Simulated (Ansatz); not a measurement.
Structure types of SbW compared at 52 GPa

Structure types of SbW are relaxed in primitive cells with their symmetry kept at 52 GPa, on PAW files; LAPW relaxes the small cells further and takes the PAW cell for the others (marked *). The enthalpy is E + pV at zero temperature, without zero-point motion. Only the types listed were tried, and differences under about 5 meV/atom are mesh noise. The real phase may be another.

Level of theory: DFT with PBEsol, scalar-relativistic, in Ansatz 0.2.0; Fermi–Dirac smearing of 0.05 eV, no spin polarisation. LAPW: all electrons, basis error target 0.5 meV/atom; PAW: frozen-core files, cutoff 420 eV.

k meshes: rocksalt 13×13×13, CsCl 13×13×13, zincblende 12×12×12, NiAs 10×10×6, wurtzite 9×9×5.

Spin–orbit coupling is left out, which matters for the heavy atoms. The PAW files were made under PBE.

Which type is lowest in enthalpy, and by how much?

CsCl, 243 meV/atom below distorted NiAs. The whole table:

```tsv
start type	ends as	a, b, c (Å)	V (Å³/atom)	H − H(lowest), LAPW (meV/atom)	same, PAW
rocksalt	rocksalt, Fm-3m	5.095, 5.095, 5.095	16.54	1405.5	1406.8
CsCl	CsCl, Pm-3m	3.102, 3.102, 3.102	14.93	0.0	0.0
zincblende	zincblende, F-43m	5.503, 5.503, 5.503	20.83	3679.6	3682.1
NiAs*	distorted NiAs, P6_3/mmc	2.980, 2.980, 7.969	15.33	243.2	243.7
wurtzite*	distorted wurtzite, P6_3mc	2.841, 2.841, 9.195	16.07	743.3	743.6
```
